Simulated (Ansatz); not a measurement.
The elements of this relaxed trial crystal are hidden behind letters.

```
lattice vectors (Å)
   2.3144    1.3362    4.4553
  -2.3144    1.3362    4.4553
   0.0000   -2.6724    4.4553
fractional positions
X 0.0000 0.0000 0.0000
X 0.3953 0.3953 0.3953
X 0.6047 0.6047 0.6047
Z 0.7956 0.7956 0.7956
Z 0.2044 0.2044 0.2044
```

The calculation used DFT PBE, scalar-relativistic, plane waves, PAW (Ansatz). Plane waves to 420 eV, a 12×12×12 mesh through Γ for the 5-atom cell and 0.10 eV Gaussian smearing; collinear spin.

```
Space group                                 : R-3m (No. 166)
Conventional cell                           : a = 4.629 Å, c = 13.366 Å
Volume per atom                             : 16.53 Å³
Density                                     : 5.80 g/cm³
Energy over the elements                    : −0.16 eV/atom
Gap on the 12×12×12 mesh of the 5-atom cell : 0 eV (a metal)
Net moment per atom                         : 0.00 μB
```

Energies are uncorrected and count from the elements' standard states at the same level.

Problem. X is a d-block element of period 4 and Z is a p-block element of period 4. Which elements are they?

Solution. X = Ti, Z = Ge, so the formula is Ti3Ge2. Density times volume gives a mean mass of 5.80 × 16.53/1.6605 = 57.7 u per atom, and this set has 57.8 u. Among the elements that the hints allow, noble gases aside, only these give it. Ti on a site of symmetry -3m is surrounded by 2 Ge at 2.73 Å, 6 Ti at 2.80 Å and 6 Ge at 3.18 Å; Ti on a site of symmetry 3m is surrounded by 1 Ge at 2.55 Å, 4 Ti at 2.80 Å, 3 Ge at 2.82 Å, 3 Ti at 3.14 Å and 3 Ge at 3.28 Å; around Ge lie 1 Ti at 2.55 Å, 4 Ti at 2.73–2.82 Å, 3 Ge at 2.86 Å and 6 Ti at 3.18–3.28 Å.

A structure relaxed within its symmetry needn't be a true minimum. Another cell of Ti3Ge2 relaxed alike but without spin, in P-3m1, lies 199 meV/atom lower, so this cell isn't the stable form at this level.
